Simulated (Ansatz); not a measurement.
This cell of BP (zinc blende) is off equilibrium:

```
BP
1.0
    0.00000     2.30548     2.30548
    2.30548     0.00000     2.30548
    2.30548     2.30548     0.00000
P B
1 1
Cartesian
  3.45821   3.45821   3.45821
  0.00000   0.00000   0.00000
```

Method: r2SCAN (plane waves to 500 eV, PAW, scalar-relativistic; Ansatz, an electronic-structure program). k mesh 12×12×12 (Γ-centred), Fermi-Dirac smearing 0.05 eV. Energies are smeared free energies. Stress and pressure are positive under compression. BP was relaxed with its symmetry unable to fall.

Give the stress tensor in GPa and the pressure.


```
   -7.5      0.0      0.0
    0.0     -7.5      0.0
    0.0      0.0     -7.5
```
The pressure, a third of the trace, is -7.5 GPa.

It is the relaxed cell scaled evenly to V/V₀ = 1.050, atoms relaxed where free. What is its energy relative to the relaxed cell?

14.3 meV/atom.

(Under strain, the slope of the energy per volume gives the stress and its curvature an elastic modulus.)
